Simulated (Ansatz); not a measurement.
Step by step: BiAs, relaxation of cell and atoms

All numbers below come from Ansatz 0.2.0, DFT, PBE, PAW with Ansatz's default frozen-core files, scalar-relativistic.

Command: `ansatz run input.yaml --threads 1 --pin off --max-ram 2048MiB --backend cpu --events-out ev --progress --plain --runs-dir out` The run took about 24 s on 1 thread of a shared machine.

```yaml
crystal:
  lattice:
    - [0.0, 2.8077865456, 2.8077865456]
    - [2.8077865456, 0.0, 2.8077865456]
    - [2.8077865456, 2.8077865456, 0.0]
  atoms:
    - { symbol: Bi, position: [0.0, 0.0, 0.0] }
    - { symbol: As, position: [0.5, 0.5, 0.5] }
kpoints:
  mp_grid: { grid: [11, 11, 11] }
scf:
  occupations: { method: fermi_dirac, width: 0.03 }
hamiltonian:
  xc: pbe
  pseudopotentials: { kind: paw }
output:
  forces: true
  stress: true
relax:
  f_tol: 0.005
  max_steps: 80
  cell: {}
```

No spin–orbit coupling, which matters for the heavy atoms here.

The cell is built from the rocksalt type as a first guess.

The cutoff is 420 eV; energies and pressures of the walk include the program's estimate of the Pulay term.

Each frame lists the cell vectors (Å), then Cartesian positions (Å); symmetry keeps all forces zero. Free energies count from the first step, -17252.0577 eV.

The walk took 8 evaluations in all; steps that aren't listed are left out.

Step 1: E = 0.0 meV, P = 21.65 GPa

```
cell 0.0000 2.8078 2.8078 2.8078 0.0000 2.8078 2.8078 2.8078 0.0000
Bi    0.0000    0.0000    0.0000
As    2.8078    2.8078    2.8078
```

Step 2:

```
cell 0.0000 2.9447 2.9447 2.9447 0.0000 2.9447 2.9447 2.9447 0.0000
Bi    0.0000    0.0000    0.0000
As    2.9447    2.9447    2.9447
```

Step 3: E = -586.0 meV, P = 1.32 GPa

```
cell 0.0000 2.9956 2.9956 2.9956 0.0000 2.9956 2.9956 2.9956 0.0000
Bi    0.0000    0.0000    0.0000
As    2.9956    2.9956    2.9956
```

Task: Give the energy, pressure of step 2.

Result: E = -532.1 meV, P = 5.33 GPa
```
Bi    0.0000    0.0000    0.0000
As    2.9447    2.9447    2.9447
```

Task: How does the relaxation end?

Result: It converges, with a = 6.033 Å, b = 6.033 Å, c = 6.033 Å, α = 90.00°, β = 90.00°, γ = 90.00° (conventional cell, space group Fm-3m). The last solve (on a basis chosen afresh for the final cell, so its energy is not quite comparable) gives E = -593.5 meV, P = 0.00 GPa:
```
cell 0.0000 3.0165 3.0165 3.0165 0.0000 3.0165 3.0165 3.0165 0.0000
Bi    0.0000    0.0000    0.0000
As    3.0165    3.0165    3.0165
```
